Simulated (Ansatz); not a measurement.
Values for one crystal, relaxed and computed with plane-wave PAW r²SCAN (Ansatz code); other levels are named.

Volume per atom: 18.92 Å³
Electronic character: metallic (no gap)
Bulk modulus (Birch–Murnaghan fit): 82.1 GPa
Mechanical stability: stable (all eigenvalues of C positive)
Gap with spin–orbit coupling: none (metallic)
Elastic constants (relaxed ions, GPa): C11 = 157, C12 = 45.0, C44 = 20.2
Debye temperature from the elastic constants: 276 K

Task: Pick the material that matches.
A) LaSb, rock salt
B) GaSb, CsCl type
C) CdSe, rock salt
D) GaAs, rock salt

Result: D, GaAs, rock salt

Space group Fm-3m (rock salt). The start of the workflow was typed in or built on a structure type; neither database checked (COD, Materials Project) lists it. It is not the phase usual at ambient conditions (space group No. 216). The r²SCAN relaxation kept the symmetry of its start; whether a distortion lowers the energy is not shown. As this level gives no gap, shear constants depend on the k-mesh and smearing (Fermi–Dirac, 0.1 eV here). Scalar-relativistic: spin–orbit coupling is off unless named, which matters more the heavier the elements.

Potentials: the later of the program's two PAW sets.
